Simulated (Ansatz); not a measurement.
Starting cell, Li (fcc, Cu type):

```yaml
crystal:
  lattice:
    - [0.00000, 4.23351, 4.23351]
    - [2.11676, 0.00000, 2.11676]
    - [2.11676, 2.11676, 0.00000]
  atoms:
    - { symbol: Li, position: [0.00000, 0.00000, 0.00000] }
    - { symbol: Li, position: [0.50000, 0.00000, 0.00000] }
```

A phonon eigenvector at L = (0.5, 0.0, 0.0) is frozen into this cell: atom i moves by Q times the vector below, so Q is the largest atomic displacement, in Å. The cell is held. It is one choice among 2 degenerate patterns. (q is in reciprocal vectors of the primitive cell; the cell shown is doubled to hold the pattern.)

```csv
atom,x,y,z
Li1,-0.285,0.520,-0.805
Li2,0.285,-0.520,0.805
```

These are LDA (plane waves to 420 eV, PAW, scalar-relativistic; Ansatz, an electronic-structure program) values and carry that method's errors. k mesh 19×19×19 (Γ-centred), Fermi-Dirac smearing 0.05 eV. The energy includes the smearing's −TS. With partly filled bands, energies and forces of such displacements shift with the k mesh and the smearing. Li was relaxed with its symmetry unable to fall. This is one of several known forms of Li; the measured ambient cells at hand have space group No. 229. ΔE is measured from the undisplaced structure. The last digit holds for this mesh only.

| Q (Å) | ΔE (meV/cell) |
|---|---|
| -0.1000 | 4.23 |
| -0.0833 | withheld |
| -0.0667 | 1.90 |
| -0.0500 | 1.07 |
| -0.0333 | 0.48 |
| -0.0167 | 0.12 |
| 0.0000 | 0.00 |
| 0.0167 | 0.12 |
| 0.0333 | 0.48 |
| 0.0500 | 1.07 |
| 0.0667 | 1.90 |
| 0.0833 | withheld |
| 0.1000 | 4.23 |

Fit an even polynomial form (powers 2, 4) to the given rows and predict ΔE at Q = 0.0833.

Least squares on the 11 given rows: ΔE = (430.5)·Q² + (-747.7)·Q⁴, in meV/cell with Q in Å; root-mean-square residual 0.002 meV/cell. At 0.0833 the fit gives 2.95 meV/cell; the calculation gives 2.95 meV/cell, the same to the digits shown. The quadratic term alone would give 2.99 meV/cell.

(A displaced cell: forces are minus the slopes of the energy, force constants its curvatures, and phonons follow from these.)
